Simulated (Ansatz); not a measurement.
A geometry of SnO away from equilibrium: step 3 of the relaxation of a relaxed SnO cell displaced along its unstable phonon at q = (½, 0, 0) of its primitive reciprocal cell (129i cm⁻¹), largest move 0.15 Å. Level of theory: PBE (plane waves to 420 eV, PAW, scalar-relativistic; Ansatz, an electronic-structure program). Γ-centred k-mesh 7×7×4 on the run's cell (coarser than for final values), Fermi–Dirac smearing 0.05 eV.

```
SnO
1.0
    7.79507    -0.03223    -0.02321
   -1.96272     3.39954     0.00000
   -0.02015    -0.01163     6.73351
Sn O
4 4
Direct
  0.16265   0.73042   0.29473
  0.66265   0.59488   0.29473
  0.33735   0.40512   0.70527
  0.83735   0.26958   0.70527
  0.16051   0.77382   0.61474
  0.66051   0.54721   0.61474
  0.33949   0.45279   0.38526
  0.83949   0.22618   0.38526
```

**Question.** Which atoms carry the largest force, and which way does it point?

**Answer.** 0.42 eV/Å, on Sn1, Sn2, Sn3, Sn4 (atoms numbered as listed); on Sn2 its components are (-0.24, 0.29, 0.19).

**Question.** What is the pressure?

**Answer.** -1.5 GPa, compression positive.

**Question.** How much energy per atom can still be gained by relaxing?

**Answer.** 0.12 eV/atom; the path ends in P2₁/c (No. 14).

No spin polarisation in the result. Without a van der Waals term the distances between weakly bound units are poorly fixed.

The run could not lose the symmetry of its start: the end is stationary, and may be a saddle point rather than a minimum.

The end of the path is a generated cell of SnO: the first start was made by placing the elements on the sites of a structure type, and the end was not matched to a known phase here, so it may be hypothetical. Known forms of SnO include space group No. 129.
